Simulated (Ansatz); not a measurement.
A geometry of MoS₂ away from equilibrium: the start of the relaxation of a relaxed MoS2 cell displaced along its unstable phonon at q = (0, 0, ½) of its primitive reciprocal cell (162i cm⁻¹), largest move 0.15 Å. Level of theory: PBE (plane waves to 420 eV, PAW, scalar-relativistic; Ansatz, a program for electronic structure). Γ-centred k-mesh 6×6×5 on the run's cell (coarser than for final values), Fermi–Dirac smearing 0.05 eV.

```xyz
12
Lattice="5.8718 0.0000 0.0000 0.0000 5.8718 0.0000 0.0000 0.0000 6.4713" Properties=species:S:1:pos:R:3:forces:R:3 pbc="T T T" free_energy=-27046.632 pressure_GPa=0.6
Mo     2.9359     2.9359     1.6149    0.0000    0.0000   -0.0320
Mo     2.9359     2.9359     4.8564    0.0000    0.0000    0.0364
Mo     0.0000     0.0000    -0.1500    0.0000    0.0000   -0.0223
Mo     0.0000     0.0000     3.3856    0.0000    0.0000    0.0169
S      4.6479     4.6479     1.6176    0.2046    0.2046   -0.0015
S      4.5954     4.5954     4.8536    0.0236    0.0236    0.0000
S      1.6853     4.1865    -0.0090    0.0318   -0.0318    0.0207
S      1.6863     4.1855     3.2446    0.0374   -0.0374   -0.0187
S      4.1865     1.6853    -0.0090   -0.0318    0.0318    0.0207
S      4.1855     1.6863     3.2446   -0.0374    0.0374   -0.0187
S      1.2239     1.2239     1.6176   -0.2046   -0.2046   -0.0015
S      1.2764     1.2764     4.8536   -0.0236   -0.0236    0.0000
```

Positions in Å, forces in eV/Å, free energy of the cell in eV (comparable only within this code, potentials and settings). Largest force: 0.29 eV/Å, on S5, S11 (atoms numbered as listed); the geometry lies 0.02 eV/atom above the end of its relaxation.

No spin polarisation in the result.

The run could not lose the symmetry of its start: the end is stationary, and may be a saddle point rather than a minimum.

The end of the path is a generated cell of MoS2: the first start was made by placing the elements on the sites of a structure type, and the end was not matched to a known phase here, so it may be hypothetical. Known forms of MoS2 include space group No. 160, 194.
